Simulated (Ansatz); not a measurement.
ZrO2 (fluorite)

```yaml
crystal:
  lattice:
    - [0.00000, 2.54457, 2.54457]
    - [2.54457, 0.00000, 2.54457]
    - [2.54457, 2.54457, 0.00000]
  atoms:
    - { symbol: Zr, position: [0.00000, 0.00000, 0.00000] }
    - { symbol: O, position: [0.25000, 0.25000, 0.25000] }
    - { symbol: O, position: [0.75000, 0.75000, 0.75000] }
```

This relaxed cell (volume V₀) is scaled evenly in all directions, its shape held. Symmetry pins the atoms to their sites.

Computed with r2SCAN (plane waves to 500 eV, PAW, scalar-relativistic; Ansatz, a program for electronic structure). k mesh 11×11×11 (Γ-centred), Fermi-Dirac smearing 0.05 eV. Energies are smeared free energies. The PAW data are Ansatz's earlier set. This is a high-temperature form of ZrO2. ZrO2 is run without spin polarisation. ZrO2 was relaxed with its symmetry unable to fall. ΔE is measured from the relaxed starting cell.

```csv
V (Å³/atom),ΔE (meV/atom)
10.325,35.2
10.457,22.0
10.588,12.1
10.720,5.3
10.852,1.3
10.984,0.0
11.116,1.2
11.247,4.9
11.379,10.7
11.511,18.7
11.643,28.7
```

Task: What is the fitted pressure derivative B₀′?

Result: 4.1.

Task: What bulk modulus B₀ follows from a third-order Birch-Murnaghan fit?

Result: 257 GPa. Check by three points about V = 10.984 Å³/atom, step 0.132: d²E/dV² ≈ (1.3 − 2·0.0 + 1.2) meV / 0.132² = 0.144 eV/Å⁶, and V·d²E/dV² × 160.2 = 253 GPa.

(A scan under strain: stresses follow from slopes of the energy per volume, elastic moduli from its curvatures.)
